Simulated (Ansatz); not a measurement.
GaAs:
```xyz
12
Lattice="6.9864 0.0000 0.0000 0.0000 6.9864 0.0000 0.0000 0.0000 6.9864" Properties=species:S:1:pos:R:3 pbc="T T T"
Ga     1.7466     0.0000     3.4932
Ga     3.4932     1.7466     0.0000
Ga     3.4932     5.2398     0.0000
Ga     5.2398     0.0000     3.4932
Ga     0.0000     3.4932     5.2398
Ga     0.0000     3.4932     1.7466
As     1.7466     3.4932     0.0000
As     0.0000     1.7466     3.4932
As     0.0000     5.2398     3.4932
As     5.2398     3.4932     0.0000
As     3.4932     0.0000     5.2398
As     3.4932     0.0000     1.7466
```

Relaxed with r²SCAN. Special points in fractions of this cell's reciprocal vectors: Γ (0.000, 0.000, 0.000); X (0.000, 0.500, 0.000); M (0.500, 0.500, 0.000); R (0.500, 0.500, 0.500).

Task: List the band energies nearest the valence-band maximum at these points for plane-wave PAW r²SCAN with spin–orbit coupling (Ansatz code).

Result: In eV from the valence-band maximum; about four levels below and three above (degenerate sets whole), none deeper than 8.9 eV; points with the same levels are listed once.

```json
[
 {"k": "Γ", "below": "0.00 0.00 0.00 0.00", "above": "0.72 0.72 1.03 1.03 1.03 1.03"},
 {"k": "X", "below": "-0.43 -0.43 -0.43 -0.43", "above": "0.94 0.94 0.94 0.94"},
 {"k": "M", "below": "-1.02 -1.02 -0.48 -0.48", "above": "1.83 1.83 1.90 1.90"},
 {"k": "R", "below": "-1.78 -1.78 -1.78 -1.78 -1.78 -1.78 -1.78 -1.78", "above": "3.07 3.07 3.07 3.07 3.07 3.07 3.07 3.07"}
]
```

Space group Pm-3n. The start of the workflow was typed in or built on a structure type; neither database checked (COD, Materials Project) lists it. It is not the phase usual at ambient conditions (space group No. 216). The cell was relaxed with r²SCAN under the symmetry of its start; whether a distortion lowers the energy is not shown. The volume moved by 22 % from the start of the relaxation.

Potentials: the earlier of the program's two PAW sets.
